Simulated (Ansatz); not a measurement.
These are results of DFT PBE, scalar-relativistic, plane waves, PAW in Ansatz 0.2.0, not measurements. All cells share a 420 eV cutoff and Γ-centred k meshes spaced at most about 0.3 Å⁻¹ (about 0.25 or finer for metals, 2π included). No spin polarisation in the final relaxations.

All energies are static (0 K, no zero-point motion).

Two forms of In₃GaSbN were relaxed alike.

A.

```cif
data_structure
_symmetry_space_group_name_H-M 'P4/mmm'
_symmetry_Int_Tables_number 123
_cell_length_a 3.8895
_cell_length_b 3.8895
_cell_length_c 9.9828
_cell_angle_alpha 90.000
_cell_angle_beta 90.000
_cell_angle_gamma 90.000
_cell_volume 151.02
loop_
_atom_site_label
_atom_site_type_symbol
_atom_site_symmetry_multiplicity
_atom_site_Wyckoff_symbol
_atom_site_fract_x
_atom_site_fract_y
_atom_site_fract_z
_atom_site_occupancy
In1 In 2 g 0.00000 0.00000 0.78177 1
In2 In 1 c 0.50000 0.50000 0.00000 1
Ga1 Ga 1 b 0.00000 0.00000 0.50000 1
Sb1 Sb 1 d 0.50000 0.50000 0.50000 1
N1 N 1 a 0.00000 0.00000 0.00000 1
```

B.

```cif
data_structure
_symmetry_space_group_name_H-M 'P4/mmm'
_symmetry_Int_Tables_number 123
_cell_length_a 5.9475
_cell_length_b 5.9475
_cell_length_c 4.7469
_cell_angle_alpha 90.000
_cell_angle_beta 90.000
_cell_angle_gamma 90.000
_cell_volume 167.91
loop_
_atom_site_label
_atom_site_type_symbol
_atom_site_symmetry_multiplicity
_atom_site_Wyckoff_symbol
_atom_site_fract_x
_atom_site_fract_y
_atom_site_fract_z
_atom_site_occupancy
In1 In 2 e 0.50000 0.00000 0.50000 1
In2 In 1 a 0.00000 0.00000 0.00000 1
Ga1 Ga 1 b 0.00000 0.00000 0.50000 1
Sb1 Sb 1 d 0.50000 0.50000 0.50000 1
N1 N 1 c 0.50000 0.50000 0.00000 1
```

Question: Which arrangement of the elements on these sites is preferred, and by what margin?

Answer: A is lower, by 0.39 eV/atom. The two share one framework of sites and differ in which element sits where. A has space group P4/mmm (No. 123), 25.2 Å³/atom and no gap on its mesh; B has space group P4/mmm (No. 123), 28.0 Å³/atom and no gap. Counting N or Sb atoms around Ga and In (for each partner element, those within 1.25 times its shortest distance or 1.15 times the sum of covalent radii, where it is the nearest in units of that sum or under 1.3; the shortest distance is added where it is long for a bond; a slash parts the counts of unlike sites), A has In 1/4 from 2.8 Å, Ga 4 and B has In 2/8 from 4.8 Å, Ga 4 from 4.2 Å. The denser one is the lower, and pressure would at first widen the difference. Even the lower one lies +0.46 eV/atom against the reference forms of the elements (uncorrected), so neither is stable at this level. In A, around In on a site of symmetry 4mm lie 1 N at 2.18 Å and 1 Ga at 2.81 Å; Ga is surrounded by 4 Sb at 2.75 Å and 2 In at 2.81 Å; Sb has 4 Ga at 2.75 Å; N is surrounded by 2 In at 2.18 Å and 4 In at 2.75 Å; 1 more site not described. In B, In on a site of symmetry mmm has 2 Ga at 2.97 Å and 2 Sb at 2.97 Å; Ga is surrounded by 2 In at 2.37 Å and 4 In at 2.97 Å; Sb is surrounded by 2 N at 2.37 Å and 4 In at 2.97 Å; N is surrounded by 2 Sb at 2.37 Å; 1 more site not described. Both come from invented guesses.

Spin–orbit coupling, which can matter for Sb, is left out. Cells relaxed within their symmetry can be saddle points.
